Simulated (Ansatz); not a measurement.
**Structures of Te2As: which is lowest?**

Plane-wave DFT in Ansatz with scalar-relativistic PAW potentials, cutoff 420 eV, Γ-centred meshes chosen by cell and gap, Gaussian smearing with energies taken to zero width. Every cell was relaxed (cell and atoms) in a run of its own, within the symmetry of its start. Functional: PBE.

Relaxed structures (starts from databases or built by putting these elements on another compound's sites):
A. P6/mmm, 3 atoms in the computed cell, a = 5.414 Å, c = 3.087 Å; sites (symmetry × multiplicity) Te -6m2 × 2, As 6/mmm × 1; start: built
B. Fm-3m, 3 atoms in the computed cell, a = 7.099 Å; sites (symmetry × multiplicity) Te -43m × 8, As m-3m × 4; start: built

Q: Rank them by energy. Could pressure change the order?

A:
```csv
structure,group,E − E(lowest) (meV/atom),V (Å³/atom),gap on mesh (eV)
B,Fm-3m,0.0,29.81,0.00
A,P6/mmm,179,26.11,0.00
```

B is lowest, 179 meV/atom under A. A is denser by 3.70 Å³/atom, so pressure favours it: ΔE/ΔV, with ΔE in eV and 1 eV/Å³ = 160.2 GPa, gives about 8 GPa for equal enthalpy if both cells were rigid, a rough figure since the two compress differently. Other structures may lie lower than all of these, and vibrations aren't counted.

Spin-orbit coupling is left out, which matters for the bands of heavy elements.